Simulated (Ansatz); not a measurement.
Relaxed-ion elastic tensor of LaWN3 in space group R3c (No. 161; La on 6a, W on 6a, N on 18b) in GPa (Voigt order), DFT-PBEsol in the program Ansatz with PAW potentials; density 9.58 g/cm³, 12.64 Å³ per atom.

|  | 1 | 2 | 3 | 4 | 5 | 6 |
|---|---|---|---|---|---|---|
| 1 | 349 | 192 | 113 | 43.9 | 0.0 | 0.0 |
| 2 | 192 | 349 | 113 | -43.9 | 0.0 | 0.0 |
| 3 | 113 | 113 | 302 | 0.0 | 0.0 | 0.0 |
| 4 | 43.9 | -43.9 | 0.0 | 63.7 | 0.0 | 0.0 |
| 5 | 0.0 | 0.0 | 0.0 | 0.0 | 63.7 | 43.9 |
| 6 | 0.0 | 0.0 | 0.0 | 0.0 | 43.9 | 78.5 |

Is the crystal mechanically stable?

Yes: the smallest eigenvalue of C is 26.5 GPa.

Work out the Voigt, Reuss and Hill averages.

K_V = 204, K_R = 199, K_H = 202; G_V = 79.9, G_R = 49.2, G_H = 64.6 GPa.

Give Young's modulus, Poisson's ratio, Pugh's ratio and the universal anisotropy index.

E = 9KG/(3K + G) = 175 GPa; ν = 0.36; K/G = 3.12 (ductile by the Pugh limit of 1.75); A_U = 5G_V/G_R + K_V/K_R − 6 = 3.15.

Estimate the sound speeds and the Debye temperature.

v_l = √((K + 4G/3)/ρ) = 5480 m/s, v_t = √(G/ρ) = 2600 m/s, mean 2920 m/s; Θ = (h/k)(3n/4πV)^(1/3) v_m = 373 K.

Solve the Christoffel equation for the three sound speeds along x, y, z.

Eigenvalues of C_ijkl n_j n_l equal ρv² (piezoelectric stiffening left out). In km/s, slowest first: x 1.66, 3.47, 6.04; y 2.44, 2.86, 6.09; z 2.58, 2.58, 5.61.

How much does each axis shrink under pressure?

Linear compressibilities β_i = Σ_j S_ij (j = 1 to 3): x 1.4, y 1.4, z 2.3 per TPa.

The first step of the workflow began from a Materials Project structure, measured or hypothetical; the Crystallography Open Database copy checked does not list it. Whether it is the stable phase at ambient conditions was not checked. The PBEsol relaxation kept the symmetry of its start; phonons on a q-mesh show no instability. The run is not spin-polarised. Spin–orbit coupling is left out wherever it is not named.

Potentials: the later of the program's two PAW sets.
